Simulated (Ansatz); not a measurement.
Harmonic vibrational thermodynamics of TiAl (L1₀ or tetragonal B2, P4/mmm) at fixed volume, PBE (plane waves, PAW; program Ansatz). The rows extrapolate the 0 K crystal and know nothing of melting or changes of phase.

```
T (K)  F_vib (meV/atom)  S (J/K per mol of atoms)  C_V (J/K per mol of atoms)
-----  ----------------  ------------------------  --------------------------
50                 43.6                       ___                         ___
100                 ___                       5.2                         ___
200                31.0                      16.0                        19.6
300                 9.8                      24.6                        22.3
400                 ___                      31.1                         ___
600               -94.4                      40.8                        24.2
800              -186.7                      47.9                        24.5
1000             -291.8                      53.3                        24.7
```

Task: Fill in the missing entries.

Result: 
- 100, C_V (J/K per mol of atoms): 10.8
- 100, F_vib (meV/atom): 42.1
- 50, C_V (J/K per mol of atoms): 2.6
- 50, S (J/K per mol of atoms): 0.9
- 400, F_vib (meV/atom): -19.2
- 400, C_V (J/K per mol of atoms): 23.4

Symmetry was held in the PBE relaxation; phonons on a q-mesh show no instability. The run is not spin-polarised.

Potentials: the later of the program's two PAW sets.
